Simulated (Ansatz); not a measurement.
Profile along the Mo–O line in Sr2ZnMoO6 (space group I4/m)

Sr2ZnMoO6 (space group I4/m)

```cif
data_Mo2O12Sr4Zn2
_chemical_formula_sum 'Sr4 Zn2 Mo2 O12'
_space_group_name_H-M_alt 'I4/m'
_space_group_IT_number 87
_space_group_name_Hall '-I 4'
_cell_length_a 5.56211
_cell_length_b 5.56211
_cell_length_c 8.01937
_cell_angle_alpha 90.000
_cell_angle_beta 90.000
_cell_angle_gamma 90.000
loop_
_atom_site_label
_atom_site_type_symbol
_atom_site_symmetry_multiplicity
_atom_site_Wyckoff_symbol
_atom_site_fract_x
_atom_site_fract_y
_atom_site_fract_z
_atom_site_occupancy
Sr1 Sr 4 d 0.00000 0.50000 0.25000 1
Zn1 Zn 2 b 0.00000 0.00000 0.50000 1
Mo1 Mo 2 a 0.00000 0.00000 0.00000 1
O1 O 8 h 0.19793 0.28115 0.00000 1
O2 O 4 e 0.00000 0.00000 0.23926 1
```
(The calculation used a cell of 10 atoms; values per cell refer to that cell.)

Fields along a shortest Mo–O line of a (001) plane (1.91 Å), from Mo to O, interpolated on the slice's grid (step about 0.3 Å). Level of theory: r2SCAN (plane waves to 500 eV, PAW, scalar-relativistic; Ansatz, a program for electronic structure). k mesh 8×8×8. Near the nuclei the fields are pseudised (PAW); where an atom keeps semicore shells as valence, they peak there. Sr2ZnMoO6 is run without spin polarisation. Sr2ZnMoO6 was relaxed with its symmetry unable to fall.

```
distance from Mo (Å)  valence electron density (e/Å³)  electron localisation function
--------------------  -------------------------------  ------------------------------
0.00                                             6.25                               x
0.10                                             6.36                               x
0.19                                             6.47                               x
0.29                                             6.47                               x
0.38                                             6.14                               x
0.48                                             5.33                            0.76
0.57                                             4.21                            0.76
0.67                                             3.02                            0.67
0.76                                             2.02                            0.51
0.86                                             1.39                            0.34
0.95                                             1.10                            0.28
1.05                                             1.07                            0.35
1.15                                             1.28                            0.52
1.24                                             1.72                            0.69
1.34                                             2.45                            0.78
1.43                                             3.48                            0.77
1.53                                             4.71                               x
1.62                                             5.92                               x
1.72                                             6.89                               x
1.81                                             7.23                               x
1.91                                             7.23                               x
```

x: too close to a nucleus for the ELF to mean much.

Density on the Mo–O line (1.91 Å) at its density minimum, 1.0 Å from Mo: 1.06 e/Å³. ELF at that point: 0.3.
